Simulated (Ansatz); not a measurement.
## Compressing CaF3: a fit and a missing row

CaF3, I4/mmm, a = 3.816 Å, c = 6.178 Å. The structure is a Materials Project entry; whether it is the stable form wasn't checked. Ansatz: r2SCAN, PAW, 500 eV, Γ-centred 16×16×16 mesh on 4 atoms, Gaussian smearing 0.10 eV; collinear spin, largest moment 0.6 μB. Shape and atoms are relaxed at each volume; pressure is positive in compression.

| V (Å³/atom) | P (GPa) |
| --- | --- |
| 10.568 | ? |
| 10.905 | 2.90 |
| 11.243 | 0.00 |
| 11.580 | -2.45 |
| 11.917 | -4.50 |

**Question.** Take V0 = 11.243 Å³/atom, fit the third-order Birch–Murnaghan form to the other rows, and predict the missing pressure.

**Answer.** With the Eulerian strain f = ½[(V0/V)^(2/3) − 1] and y = P/[3f(1 + 2f)^(5/2)], the form is the line y = B0 + 1.5 B0 (B0′ − 4) f. Rows (f, y): 0.01028, 89.4; -0.00975, 88.0; -0.01903, 86.9. Means f = -0.006167, y = 88.100; Σ(Δf)² = 0.0004488, ΣΔfΔy = 0.03718; the slope is their ratio. y = 88.61 + 82.83 f GPa, so B0 = 88.6 GPa and B0′ = 4 + 2 × (82.83)/(3 × 88.61) = 4.62. At V = 10.568, f = 0.02107, y = 90.36 and P = 6.33 GPa. The run gave 6.32 GPa, so the fit is 0.01 GPa too high, within twice the rms miss on the fitted rows (0.006 GPa). The form still works here, 33 % of the fitted range beyond its end.

The state reached may not be the lowest one.